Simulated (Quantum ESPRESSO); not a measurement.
Empty bands for a GW run on AlSb (zinc blende, space group F-43m, No. 216): 133 bands on a 4×4×4 mesh, PBEsol, PseudoDojo standard norm-conserving files, scalar-relativistic, Quantum ESPRESSO. The input, in which only the diagonalization keyword changes:

```
&CONTROL
  calculation = 'nscf'
  pseudo_dir = './pseudo'
  outdir = './out'
/
&SYSTEM
  ibrav = 0
  nat = 2
  ntyp = 2
  ecutwfc = 80.0
  ecutrho = 320.0
  occupations = 'fixed'
  force_symmorphic = .true.
  nbnd = 133
/
&ELECTRONS
  conv_thr = 2e-09
  diago_full_acc = .true.
  diago_thr_init = 1e-08
  diagonalization = 'david'
/
ATOMIC_SPECIES
Al 26.9815 Al.upf
Sb 121.7600 Sb.upf
CELL_PARAMETERS angstrom
  0.000000000000   3.077520405000   3.077520405000
  3.077520405000   0.000000000000   3.077520405000
  3.077520405000   3.077520405000   0.000000000000
ATOMIC_POSITIONS crystal
Al   0.000000000000   0.000000000000   0.000000000000
Sb   0.250000000000   0.250000000000   0.250000000000
K_POINTS automatic
4 4 4 0 0 0
```

```json
[
 {"diagonalization": "david", "mean iterations per k point": "27", "rough time": "1", "largest change of an eigenvalue (eV)": "–"},
 {"diagonalization": "cg", "mean iterations per k point": "45", "rough time": "about 2×", "largest change of an eigenvalue (eV)": "6e-07"},
 {"diagonalization": "paro", "mean iterations per k point": "18", "rough time": "within a factor of two", "largest change of an eigenvalue (eV)": "1e-07"}
]
```

An iteration means different work in each solver, so the counts don't rank them. Times are rough ratios from shared machines.

Spin-orbit coupling is not included.

Geometry relaxed with PBEsol.
